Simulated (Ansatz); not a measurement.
Zr$_{2}$Ni:
```
Zr2Ni
1.0
   -3.18119     3.18119     2.54332
    3.18119    -3.18119     2.54332
    3.18119     3.18119    -2.54332
Zr Ni
4 2
Cartesian
  4.21800   1.03681   0.00000
 -1.03681   2.14438   2.54332
  2.14438   1.03681   2.54332
  1.03681   2.14438   0.00000
  0.00000   0.00000   3.81498
  0.00000   0.00000   1.27166
```

Relaxed with LDA. Special points in fractions of this cell's reciprocal vectors: Γ (0.000, 0.000, 0.000); X (0.000, 0.000, 0.500); M (-0.500, 0.500, 0.500); Z (0.410, 0.410, -0.410); Z0 (-0.410, 0.590, 0.410); P (0.250, 0.250, 0.250); N (0.000, 0.500, 0.000).

**Question.** List the band energies nearest the Fermi level at these points for DFT-LDA in the program Ansatz with PAW potentials.

**Answer.** In eV from the Fermi level; about four levels below and three above (degenerate sets whole), none deeper than 8.9 eV; points with the same levels are listed once.

```
k                          below                above
-  -----------------------------  -------------------
Γ  -1.00 -1.00 -0.89 -0.16 -0.16  0.02 0.12 0.43 0.43
X        -0.92 -0.81 -0.61 -0.51       0.40 0.48 0.61
M        -0.72 -0.72 -0.18 -0.06       0.88 1.33 1.33
Z        -0.55 -0.53 -0.53 -0.03       0.93 1.50 1.50
P        -0.08 -0.08 -0.01 -0.01  0.51 0.51 1.34 1.34
N        -0.67 -0.67 -0.19 -0.19  0.66 0.66 0.87 0.87
```

Space group I4/mcm. The workflow started from a Materials Project entry (that database holds measured and hypothetical structures alike); the Crystallography Open Database files this formula in space group No. 140, but the cells were not matched. Whether it is the stable phase at ambient conditions was not checked. Symmetry was held in the LDA relaxation; of distortions, only those at the zone centre were tested. No spin polarisation was allowed. Scalar-relativistic: spin–orbit coupling is off unless named, which matters more the heavier the elements.

Potentials: the later of the program's two PAW sets.
